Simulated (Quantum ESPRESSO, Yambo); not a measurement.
At a photon energy of 7.75 eV, RPA with local fields on PBEsol bands shifted by a G0W0 scissor of 2.44 eV (Quantum ESPRESSO and Yambo; 4×4×2 mesh, 130 bands, 3 Ry local-field block, 0.2 eV broadening) gives ε = 4.15 + 1.86i for LiHS (space group Pmc2_1, No. 26), field along x. Axes are Cartesian, with cell vectors (Å) (6.10, 0.00, 0.00), (0.00, 3.92, 0.00), (0.00, 0.00, 7.83).

Question: Work out n, κ, the normal-incidence reflectivity, the absorption coefficient and the penetration depth.

Answer: 
|ε| = 4.55; n = √((|ε| + ε1)/2) = 2.09, κ = √((|ε| − ε1)/2) = 0.45. R = ((n − 1)² + κ²)/((n + 1)² + κ²) = 0.14. α = 2Eκ/(ħc) with ħc = 197.327 eV nm: 0.0350 per nm = 3.5 × 10⁵ per cm, a 1/e depth of 29 nm. The computed direct gap is 5.80 eV, and the energy scale of the real crystal may differ from it. Excitonic effects are left out, and values at one energy depend on mesh and broadening. The scissor comes from a G0W0 run whose convergence isn't established. Convergence of the RPA response with its 4×4×2 mesh was not tested.

Geometry of the Materials Project entry, not relaxed at this level; primitive cell a = 6.101 Å, b = 3.923 Å, c = 7.833 Å, α = β = γ = 90.00°.
